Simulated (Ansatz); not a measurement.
Pb (fcc, Cu type)

```xyz
1
Lattice="0.0000 2.5170 2.5170 2.5170 0.0000 2.5170 2.5170 2.5170 0.0000" Properties=species:S:1:pos:R:3 pbc="T T T"
Pb     0.0000     0.0000     0.0000
```

This relaxed cell (volume V₀) is scaled evenly in all directions, its shape held. Symmetry pins the atoms to their sites.

Method: PBE (plane waves to 420 eV, PAW, scalar-relativistic; Ansatz, an electronic-structure program). k mesh 16×16×16 (Γ-centred), Fermi-Dirac smearing 0.05 eV. The energy includes the smearing's −TS. Compression counts positive. Pb was relaxed with its symmetry unable to fall. Spin-orbit coupling is left out, though Pb is heavy. The relaxed volume of Pb is well above the measured one; the method has no dispersion term. ΔE is measured from the relaxed starting cell. The last digit holds for this mesh only.

| V (Å³/atom) | ΔE (meV/atom) |
|---|---|
| 28.701 | 50.0 |
| 29.233 | 33.5 |
| 29.764 | 20.7 |
| 30.296 | withheld |
| 30.827 | 4.8 |
| 31.359 | 1.2 |
| 31.890 | 0.0 |
| 32.422 | 1.1 |
| 32.953 | 4.1 |
| 33.485 | 9.0 |
| 34.016 | 15.5 |
| 34.548 | 23.4 |
| 35.079 | 32.7 |

Fit a third-order Birch-Murnaghan form (E₀, V₀, B₀, B₀′ free) to the given rows and predict ΔE at V = 30.296.

Least squares on the 12 given rows: ΔE = E₀ + (9V₀B₀/16)·y²·[2 + (B₀′ − 4)y], y = (V₀/V)^(2/3) − 1, with V₀ = 31.897 Å³/atom, B₀ = 40.19 GPa (160.2 GPa = 1 eV/Å³; the term in eV is multiplied by 1000), B₀′ = 5.23, E₀ = 0.02 meV/atom; root-mean-square residual 0.03 meV/atom. At 30.296 the fit gives 11.2 meV/atom; the calculation gives 11.2 meV/atom, the same to the digits shown. For the pressure the fit gives 2.4 GPa against the computed 2.4 GPa.

(Under strain, the slope of the energy per volume gives the stress and its curvature an elastic modulus.)
